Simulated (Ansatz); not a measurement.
SrNi2As2 (I4/mmm): electronic heat capacity and spin susceptibility from the density of states

Level of theory: DFT r2SCAN, scalar-relativistic, plane waves, PAW (Ansatz 0.2.0).

Cutoff 500 eV; k points 12×12×12 on the computed 5-atom cell (Γ-centred); Gaussian smearing, width 0.10 eV; no spin polarisation.

Relaxed cell: I4/mmm, a = 4.081 Å, b = 4.081 Å, c = 10.943 Å, α = 90.00°, β = 90.00°, γ = 90.00°, 5 atoms in the primitive cell. Whether it is the stable form of this composition wasn't checked.

The density of states at the Fermi level is 3.206 states/eV in the cell of 5 atoms (1 formula unit; both spins, tetrahedra on a 18×18×18 mesh). Averaged over bins of 0.1 eV the density runs from 2.6 to 3.5 states/eV within 0.2 eV of the Fermi level, so the figure hangs on the exact place of that level.

Problem. What Sommerfeld coefficient and Pauli susceptibility does this give?

Solution. Per formula unit N(E_F) = 3.206 states/eV. γ = (π²/3) k_B² N(E_F) N_A = 2.357 mJ/(mol K²) per state/eV, so γ = 7.6 mJ/(mol K²), a mole of formula units. χ_P = μ_B² N(E_F) N_A = 3.23×10⁻⁵ emu/mol per state/eV gives 10.4×10⁻⁵ emu/mol. This is the bare band result: a measured γ of the same phase is as a rule larger by a factor 1 + λ from phonons and spin fluctuations, the spin part of χ is larger by the Stoner factor, and a measured χ also holds orbital and core terms. N(E_F) at one energy is sensitive to the mesh where the density of states has sharp peaks.

A ferromagnetic start lost its moments in a first run, so spin was left out; other magnetic orders weren't tried.

Cost: 1 run of about 11 core-minutes, on AMD EPYC (Zen 3) (shared hosts).